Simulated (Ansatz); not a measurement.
Os (hcp, Mg type)

```xyz
2
Lattice="2.7549 0.0000 0.0000 -1.3774 2.3858 0.0000 0.0000 0.0000 4.3444" Properties=species:S:1:pos:R:3 pbc="T T T"
Os     0.0000     1.5905     3.2583
Os     1.3774     0.7953     1.0861
```

The slice is a (-1 1 0 2) plane (indices of the conventional cell) through the point (0.667, 0.333, 0.250) (fractional), spanned by u = [110] and v = [1 -1 1] in vectors of this cell: u (2.75 Å) and v (6.45 Å, at 90° to u). It covers one period; positions are fractions (u, v).

All values below come from PBE (plane waves to 420 eV, PAW, scalar-relativistic; Ansatz, an electronic-structure program). k mesh 19×19×11. These are valence fields of a PAW run, semicore shells included where kept as valence: close to a nucleus they are smooth pseudo fields. Os is run without spin polarisation. Os was relaxed with its symmetry unable to fall. Spin-orbit coupling is left out, though Os is heavy. The PAW data are Ansatz's earlier set.

Three fields on this plane, each scaled to ten steps between its own extremes (0 low, 9 high; the total valence density on a logarithmic scale, the potential cut 8 eV below its top; x marks points blanked near nuclei; v = 0 in the bottom row):

Map A
```
|xxxx040xxx|
|xxxx363xxx|
|xxx16861xx|
|0026898620|
|3468999864|
|0147898741|
|xx0378730x|
|xxx05750xx|
|xxx03630xx|
|xxxx363xxx|
|xxx04640xx|
|xxx05750xx|
|0004666400|
|4455434554|
|8764101467|
|9862000268|
|9963000369|
|9874101478|
|6666545666|
|0025676520|
|xxx16761xx|
|xxxx363xxx|
|xxxx040xxx|
|xxxx040xxx|
```

Map B
```
|xxxx757xxx|
|xxxx535xxx|
|xxx52125xx|
|8752101257|
|6532000235|
|7642101246|
|xx8422248x|
|xxx74347xx|
|xxx95459xx|
|xxxx545xxx|
|xxx94349xx|
|xxx64346xx|
|9875434578|
|4444555444|
|1235676532|
|0125787521|
|0025787520|
|0124676421|
|2334555433|
|7764444467|
|xxx74347xx|
|xxxx545xxx|
|xxxx757xxx|
|xxxx858xxx|
```

Map C
```
|xxxx494xxx|
|xxxx373xxx|
|xxx02420xx|
|5422111224|
|9974101479|
|4443212344|
|xx2244422x|
|xxx35753xx|
|xxx44844xx|
|xxxx373xxx|
|xxx22522xx|
|xxx24542xx|
|3346545643|
|2477434774|
|3454333454|
|1122454221|
|0012454210|
|1234444432|
|1267545762|
|0147878741|
|xxx36763xx|
|xxxx373xxx|
|xxxx373xxx|
|xxxx494xxx|
```

Problem. Assign the maps to these fields: electron localisation function (ELF); valence electron density; electrostatic potential energy of an electron, from the cell's mean.

Solution. A is the electrostatic potential energy of an electron, from the cell's mean; B is the valence electron density; C is the electron localisation function (ELF).
